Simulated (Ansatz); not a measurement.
**A crystal of cell content C8H4Cl20 at more than one level of theory**

Plane-wave PAW calculations in Ansatz, scalar-relativistic unless spin-orbit coupling is named; Γ-centred meshes, relaxations with the symmetry kept. Pressure is positive in compression. No spin polarisation at the first level.

Settings: cutoff 420 eV, Γ-centred mesh 4×2×2 on the computed 32-atom cell, Gaussian smearing of 0.02 eV; no spin polarisation.

Structure relaxed with PBE+D3(BJ):

```cif
data_structure
_symmetry_space_group_name_H-M 'P2_1/c'
_symmetry_Int_Tables_number 14
_cell_length_a 6.5706
_cell_length_b 11.5108
_cell_length_c 9.4998
_cell_angle_alpha 90.000
_cell_angle_beta 109.210
_cell_angle_gamma 90.000
_cell_volume 678.49
loop_
_atom_site_label
_atom_site_type_symbol
_atom_site_symmetry_multiplicity
_atom_site_Wyckoff_symbol
_atom_site_fract_x
_atom_site_fract_y
_atom_site_fract_z
_atom_site_occupancy
H1 H 4 e 0.34564 0.20711 0.13252 1
C1 C 4 e 0.16545 0.16429 0.27942 1
C2 C 4 e 0.37104 0.15548 0.23376 1
Cl1 Cl 4 e 0.11531 0.31434 0.30340 1
Cl2 Cl 4 e 0.19512 0.08645 0.44633 1
Cl3 Cl 4 e 0.94298 0.10749 0.13157 1
Cl4 Cl 4 e 0.59864 0.21329 0.37500 1
Cl5 Cl 4 e 0.42155 0.00981 0.19291 1
```

```
     level cell cutoff (eV) k mesh primitive cell V (Å³/atom) P (GPa; residual where relaxed) gap on mesh (eV)
PBE+D3(BJ) relaxed          420   4×2×2   a = 6.57 Å, b = 11.51 Å, c = 9.50 Å, α = 90.00°, β = 109.21°, γ = 90.00°         21.2                             0.00              4.62
       PBE  relaxed          420   4×2×2  a = 7.24 Å, b = 12.33 Å, c = 10.35 Å, α = 90.00°, β = 111.68°, γ = 90.00°         26.8                             0.00              4.81
```

The volumes differ by 26 %: in a crystal of weakly bound units the cell follows the treatment of dispersion, and a level without it swells.